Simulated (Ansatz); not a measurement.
Crystals of one structure type (fcc (Cu type)), relaxed and computed with the program Ansatz at the PBE+D3(BJ) level (PAW).

```
crystal  a (Å)
-------  -----
Ca       5.435
Cu       3.563
Rh       3.793
Pd       3.889
Ir       3.841
Pt       3.928
Au       4.102
Pb           ?
```

Task: Some entries are withheld; supply them.

Result: 
- Pb, a (Å): 4.959

All cells were relaxed under the symmetry of their starts (and spin orders); stability against distortions was not tested throughout. Rows with no word on spin ran without spin polarisation. Spin–orbit coupling is left out wherever it is not named.

Potentials: the later of the program's two PAW sets.
